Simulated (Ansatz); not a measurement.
MgO (wurtzite, P6_3mc), r²SCAN (plane waves, PAW; program Ansatz). The conduction-band minimum lies at Γ, with 1 equivalent valley. Second derivatives d²E/dk² of the lowest band at one valley (eV·Å²), along Cartesian directions:

| direction | d²E/dk² |
|---|---|
| [100] | 20.90 |
| [010] | 20.90 |
| [001] | 21.24 |
| [110] | 20.90 |
| [101] | 21.07 |
| [011] | 21.07 |

Task: Find the principal effective masses, the density-of-states mass and the conductivity mass.

Result: Off-diagonal terms follow from H_xy = H[110] − (H_xx + H_yy)/2, and m*/mₑ = 7.620 eV·Å² over each eigenvalue: 0.36, 0.36, 0.36. One valley's DOS mass (m₁m₂m₃)^(1/3) = 0.36, conductivity mass 3/(Σ 1/mᵢ) = 0.36 mₑ.

Task: What effective density of states Nc follows at 300 K for parabolic valleys?

Result: Nc = 2.509e19 × 1 × (0.36)^(3/2) ≈ 5.4e18 cm⁻³.

The workflow started from a Materials Project entry (that database holds measured and hypothetical structures alike); the Crystallography Open Database copy checked does not list it. It is not the phase usual at ambient conditions (space group No. 225). The cell was relaxed with r²SCAN under the symmetry of its start; whether a distortion lowers the energy is not shown.

Potentials: the later of the program's two PAW sets.

Edges and masses are those of Kohn–Sham bands, whose gap is no quasiparticle gap.
